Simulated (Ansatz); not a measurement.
**Question.** Each is relaxed and computed with PBE in the plane-wave PAW code Ansatz. Which is the only one with a gap?
A. SnGe, CsCl type
B. SiSn, P-6m2 (Sn on 1a, Si on 1f)
C. SnS2, R-3m (Sn on 3a, S on 6c)
D. RuC, R-3m (Ru on 6c, C on 6c)

**Answer.** C, SnS2, R-3m (Sn on 3a, S on 6c). SnS2: gap 1.47 eV (indirect); SiSn: metal; RuC: metal; SnGe: metal. Constructed cells (a structure type filled with these elements, in neither database checked): SnS2, R-3m (Sn on 3a, S on 6c); SiSn, P-6m2 (Sn on 1a, Si on 1f); SnGe, CsCl type. Not the usual ambient phase: SnS2, R-3m (Sn on 3a, S on 6c). Standing as an ambient phase not checked: RuC, R-3m (Ru on 6c, C on 6c). Weakly bound layers, chains or molecules computed without a dispersion correction, so cells and soft constants are ill determined: SnS2, R-3m (Sn on 3a, S on 6c). All cells were relaxed under the symmetry of their starts (and spin orders); stability against distortions was not tested throughout. Rows with no word on spin ran without spin polarisation. Scalar-relativistic: spin–orbit coupling is off unless named, which matters more the heavier the elements.

Potentials: the later of the program's two PAW sets.
